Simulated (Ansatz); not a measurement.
Here is the system:

ZnSe:
Space group P-6m2 (No. 187); a = b = 3.6597 Å, c = 3.2799 Å, α = β = 90.00°, γ = 120.00°

| atom | site | symmetry | x | y | z |
|---|---|---|---|---|---|
| Zn | 1a | -6m2 | 0.0000 | 0.0000 | 0.0000 |
| Se | 1f | -6m2 | 0.6667 | 0.3333 | 0.5000 |

This is the PBEsol-relaxed structure.

Problem. All from DFT-PBEsol in the program Ansatz with PAW potentials, unless another level is named. Predict the highest zone-centre frequency.

Solution. 120 cm⁻¹.

Problem. Next, the bulk modulus (Birch–Murnaghan fit)?

Solution. 699 kbar.

The cell is a constructed one: a structure type filled with these elements; neither database checked (COD, Materials Project) lists it. It is not the phase usual at ambient conditions (space group No. 216). The cell keeps a stress of up to 0.3 GPa. The cell was relaxed with PBEsol under the symmetry of its start; its stability against distortions is not shown here. As this level gives no gap, phonon frequencies hold no LO–TO term and depend on the k-mesh and smearing (Fermi–Dirac, 0.1 eV here).

Potentials: the earlier of the program's two PAW sets. The files were generated under PBE; for other functionals the program regenerates the frozen cores, and for LDA and PBEsol the local potential too.
